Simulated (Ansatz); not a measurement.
SrZn2Sb2:
```cif
data_Sb2SrZn2
_chemical_formula_sum 'Sr1 Zn2 Sb2'
_space_group_name_H-M_alt 'P 1'
_space_group_IT_number 1
_cell_length_a 4.50662
_cell_length_b 4.50662
_cell_length_c 7.73661
_cell_angle_alpha 90.000
_cell_angle_beta 90.000
_cell_angle_gamma 120.000
loop_
_space_group_symop_operation_xyz
  'x, y, z'
loop_
_atom_site_label
_atom_site_type_symbol
_atom_site_fract_x
_atom_site_fract_y
_atom_site_fract_z
_atom_site_occupancy
Sr1 Sr 0.00000 0.00000 0.00000 1
Zn1 Zn 0.66667 0.33333 0.36669 1
Zn2 Zn 0.33333 0.66667 0.63331 1
Sb1 Sb 0.33333 0.66667 0.27170 1
Sb2 Sb 0.66667 0.33333 0.72830 1
```

This is the r²SCAN-relaxed structure.

**Question.** All from DFT-r²SCAN in the program Ansatz with PAW potentials, unless another level is named. Estimate the electronic character.

**Answer.** no gap, with almost no states at the Fermi level (zero-gap or semimetallic).

**Question.** Predict the formation energy from the elements (no fitted shifts).

**Answer.** -0.61 eV/atom.

Space group P-3m1. The workflow started from a Materials Project entry (that database holds measured and hypothetical structures alike); the Crystallography Open Database files this formula in space group No. 164, but the cells were not matched. Whether it is the stable phase at ambient conditions was not checked. The r²SCAN relaxation kept the symmetry of its start; its stability against distortions is not shown here. The references are the lowest solids computed at this level, not always the standard phases. Spin–orbit coupling is left out wherever it is not named.

Potentials: the later of the program's two PAW sets.
